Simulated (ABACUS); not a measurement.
A self-consistent single point of the (001) slab of BiB (cut from a parent of space group no. 154; 6 atoms in the cell).

```yaml
crystal:
  lattice:
    - [3.97332, 0.00000, 0.00000]
    - [-1.98666, 3.44100, 0.00000]
    - [0.00000, 0.00000, 17.58560]
  atoms:
    - { symbol: Bi, position: [0.48890, 0.00000, 0.28432] }
    - { symbol: Bi, position: [0.00000, 0.48890, 0.62941] }
    - { symbol: Bi, position: [0.51110, 0.51110, 0.45686] }
    - { symbol: B, position: [0.71980, 0.00000, 0.54313] }
    - { symbol: B, position: [0.00000, 0.71980, 0.37059] }
    - { symbol: B, position: [0.28020, 0.28020, 0.71568] }
```

All values come from this method and carry its errors: PBE, numerical atomic orbitals TZDP (confined pseudo-atomic orbitals; energy shift 0.01 Ry), PseudoDojo 0.5 standard norm-conserving PBE (tails mended) pseudopotentials run with ABACUS 3.10.1.

ABACUS settings:

| key | value |
|---|---|
| basis | TZDP numerical atomic orbitals, energy shift 0.01 Ry |
| KPT | MP 9 9 1 0 0 0 |
| basis_type | lcao |
| ecutwfc | 100 Ry |
| smearing_method | mv |
| smearing_sigma | 0.00367493 Ry |
| potentials | PseudoDojo 0.5 standard norm-conserving PBE (tails mended) |
| symmetry | 1 |
| symmetry_prec | 1e-05 |
| efield_flag | 1 |
| dip_cor_flag | 1 |
| efield_dir | 2 |
| efield_pos_max | 0.95 |
| efield_pos_dec | 0.1 |
| efield_amp | 0 |
| ks_solver | scalapack_gvx |
| scf_nmax | 100 |
| scf_thr | 1.0e-07 |
| mixing_type | broyden |

Results:

- Number of valence electrons: 54
- Number of bands: 37
- Number of k-points after the program's reduction: 41
- Size of the basis: 147
- Number of SCF iterations: 22
- Free energy E − TS: -6905.0947 eV
- Fermi level (on the code's own zero): 3.30 eV

The cell was set up from a structure prototype or typed lattice constants and was not relaxed beforehand at this level. The atom-centred basis is finite, which shifts total energies against plane waves. Forces and stress are left out: the polarisation orbitals used for some of these elements are too diffuse to give them reliably, and gaps can carry the same lack. The bare cut can leave dangling bonds, and the run has no spin polarisation, so a lower magnetic or reconstructed surface may exist.

Cost on one core: roughly 90 core-seconds.

The atomic orbitals were generated for these runs; they are not ABACUS's published sets and were checked against plane waves on a few crystals only.

“Tails mended”: in these copies of the files the far tail of each local potential was reset to the Coulomb form.
